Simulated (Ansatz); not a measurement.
# What DFT gives for Li (P6_3/mmc)

The conventional cell has a = 3.055 Å, b = 3.055 Å, c = 4.995 Å, α = 90.00°, β = 90.00°, γ = 120.00°. Around Li (atom 1) lie 12 Li at 3.06 Å.

The structure is one entry of a database and needn't be the stable phase. Ansatz runs use the cell relaxed by PAW under their functional.

(1) What do its conduction electrons give? (PBEsol, all-electron LAPW in Ansatz 0.2.0, scalar-relativistic; a = 3.055, c = 4.995 Å; k mesh 14×14×8, fine mesh 20×20×12, Fermi-Dirac smearing of 0.100 eV, basis error target 1 meV/atom)

(2) How stiff is it? (PBEsol, all-electron LAPW in Ansatz 0.2.0, scalar-relativistic; a = 3.050, c = 5.005 Å; k mesh 18×18×10, strains of ±0.008, Fermi-Dirac smearing of 0.050 eV, basis error target 1 meV/atom)

(3) How does it vibrate? (PBEsol, all-electron LAPW in Ansatz 0.2.0, scalar-relativistic; a = 3.056, c = 4.989 Å; k mesh 14×14×8, Fermi-Dirac smearing of 0.050 eV, basis error target 0.5 meV/atom; q mesh 2×2×2)

## Answers

(1) Fermi-surface sums: N(E_F) = 0.50 states/eV/atom, ħω_p (r.m.s. of x, y, z) = 6.5 eV, Fermi speed = 0.77×10⁶ m/s.

(2) Elastic moduli (Hill averages, relaxed ions; θ_D from sound speeds over directions): B = 13.7 GPa, G = 5.9 GPa, C11 = 23.7 GPa, C33 = 31.4 GPa, C44 = 3.9 GPa, ν = 0.313, θ_D = 383 K.

(3) Harmonic phonons by finite displacements (negative means unstable): highest mode = 329 cm⁻¹, lowest at M = 127 cm⁻¹, lowest at A = 85.8 cm⁻¹, lowest at L = 177 cm⁻¹, lowest optical at Γ = 124 cm⁻¹, highest at Γ = 319 cm⁻¹.

Keep in mind: these sums move with the mesh, by several per cent and more for small sheets (Fermi surface); responses of metals move with mesh and smearing (moduli, phonons); elastic stability says nothing of phonons or of other phases (moduli).
